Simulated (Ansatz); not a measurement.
Cu₃Pd, one cell by several methods

```
Cu Pd
1.0
     3.72200    0.00000    0.00000
     0.00000    3.72200    0.00000
     0.00000    0.00000    3.72200
Cu Pd
3 1
Direct
  0.00000 0.50000 0.50000
  0.50000 0.00000 0.50000
  0.50000 0.50000 0.00000
  0.00000 0.00000 0.00000
```

Atoms are numbered in the order listed.

The geometry is COD entry 1524619, unchecked; take it as a test cell. It differs from other determinations.

Spin polarisation is left out, and whether a magnetic state lies lower isn't shown here.

Levels of theory: DFT, PBEsol, PAW with Ansatz's default frozen-core files, scalar-relativistic (Ansatz 0.2.0); DFT, PBEsol, all-electron PAW with datasets made for the crystal, scalar-relativistic (Ansatz 0.2.0); DFT, PBEsol, all-electron LAPW, scalar-relativistic (Ansatz 0.2.0).

For PAW: a Γ-centred 9×9×9 k mesh, Fermi–Dirac smearing of 0.05 eV, cutoff 420 eV, no spin polarisation; the PAW files were made with PBE, and the program remakes their frozen cores for this functional. The crystal-made all-electron datasets (AE datasets) take a cutoff of 280 eV at this cell. LAPW targets a basis error of 0.5 meV/atom. The Ansatz runs share mesh, smearing and spin set-up. Plane-wave (PAW) pressures include the program's estimate of the Pulay term.

Stress and pressure are positive in compression.

Spin–orbit coupling is left out, which moves gradients at and beside heavy atoms by some per cent and at worst by a factor of two.

In a metal, gradients converge slowly with the k mesh: the values move by tens of per cent from one mesh to another, at times in sign, so only the comparison on one mesh counts.

Levels count from the Fermi level.

| quantity | PAW | AE datasets | LAPW |
| --- | --- | --- | --- |
| pressure (GPa) | -8.38 | -8.39 | -8.39 |
| highest filled level at Γ (eV) | -0.408 | -0.408 | -0.408 |
| lowest empty level at Γ (eV) | 2.031 | 2.030 | 2.030 |
| highest filled level at R (eV) | -0.150 | -0.150 | -0.150 |
| field gradient Vzz at Cu1 (10²¹ V/m²) | 2.39 | 2.43 | – |
